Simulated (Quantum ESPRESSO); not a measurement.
# Moving one atom in Ge7

Calculated results; nothing here was measured. They come from pw.x of Quantum ESPRESSO 7.5, a plane-wave density functional program, with PseudoDojo standard norm-conserving files (v0.5 for PBE, v0.4.1 for LDA and PBEsol). The cells are made up: elements, strain and atom displacements were drawn at random, and nothing was relaxed. There is no spin polarisation, spin-orbit coupling or dispersion term.

The cell has 8 sites of a zincblende or diamond lattice. Sites 1 to 4 hold Ge empty Ge Ge; sites 5 to 8 hold Ge Ge Ge Ge. Cell vectors in Å: (5.905, -0.033, -0.016); (-0.033, 5.774, 0.010); (-0.016, 0.010, 5.868). Settings: PBE, cutoff 1061 eV, 6 x 6 x 6 k mesh shifted by half a step, Fermi-Dirac smearing of 0.1 eV.

Each run shifts the Ge atom on site 8 along y and leaves all else fixed. Site 4 is one of its nearest neighbours. E is the free energy of the cell above the lowest run shown.

| run | shift (Å) | Fy on site 8 (eV/Å) | Fy on site 4 (eV/Å) | P (GPa) | E (meV) |
| --- | --- | --- | --- | --- | --- |
| 1 | -0.0829 | 1.016 | -1.030 | -2.42 | 70.8 |
| 2 | -0.0480 | 0.764 | -0.925 | -2.41 | 39.7 |
| 3 | 0.0436 | 0.089 | -0.658 | -2.31 | 0.5 |
| 4 | 0.0586 | -0.022 | -0.616 | -2.29 | 0.0 |
| 6 | 0.0798 | -0.182 | -0.557 | -2.24 | 2.2 |
| 7 | 0.0913 | -0.266 | -0.526 | -2.22 | 4.7 |
| 5 | 0.0668 | ? | ? | ? | ? |

A rerun of one of these cells at 1347 eV and k mesh 8 x 8 x 8 moved values by no more than 0.003 eV in the cell's energy, 0.02 GPa in stress and 0.003 eV/Å in force.

## Worked fit

A parabola through the six runs shown gives Fy on site 8 = 0.412 - 7.36 u - 0.8 u² eV/Å, with u in Å and a scatter of 0.002 eV/Å. Minus the slope, 7.36 ± 0.02 eV/Å², is this atom's force constant along y at u = 0, with its periodic images moving too. The fitted force vanishes at u = 0.056 Å, where the energy should be lowest along this line. The error is the larger of the fit's own and the change that a cubic makes, rounded up.

## Withheld run

Question: what Fy on site 8 should run 5 give?

The fit gives -0.083 eV/Å. The calculation gave -0.084 eV/Å.

| run | shift (Å) | Fy on site 8 (eV/Å) | Fy on site 4 (eV/Å) | P (GPa) | E (meV) |
| --- | --- | --- | --- | --- | --- |
| 5 | 0.0668 | -0.084 | -0.593 | -2.27 | 0.4 |